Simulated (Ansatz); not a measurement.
The end point of a relaxation of MgS. Space group Fm-3m (No. 225), rock salt type. Level of theory: PBEsol (plane waves to 420 eV, PAW, scalar-relativistic; Ansatz, a quantum-chemistry and plane-wave program).

Space group Fm-3m (No. 225); a = b = c = 5.1822 Å, α = β = γ = 90.00°

| atom | site | symmetry | x | y | z |
|---|---|---|---|---|---|
| Mg | 4b | m-3m | 0.5000 | 0.5000 | 0.5000 |
| S | 4a | m-3m | 0.0000 | 0.0000 | 0.0000 |
(The calculation used a cell of 2 atoms; values per cell refer to that cell.)

Task: What band gap does PBEsol give?

Result: 2.73 eV, indirect (valence top at Γ, conduction bottom at X) (no spin-orbit coupling).

Task: What is the computed smallest direct gap (PBEsol)?

Result: 3.69 eV at Γ.

No spin polarisation in the result.

Measured for MgS: a 5.188 Å (static lattice; corrected from measurement; as listed in Tamar Goldzak et al., The Journal of Chemical Physics (2022)). Computed minus measured — a: PBEsol -0.1 %. The computed values are for a static lattice.

The run could not lose the symmetry of its start.
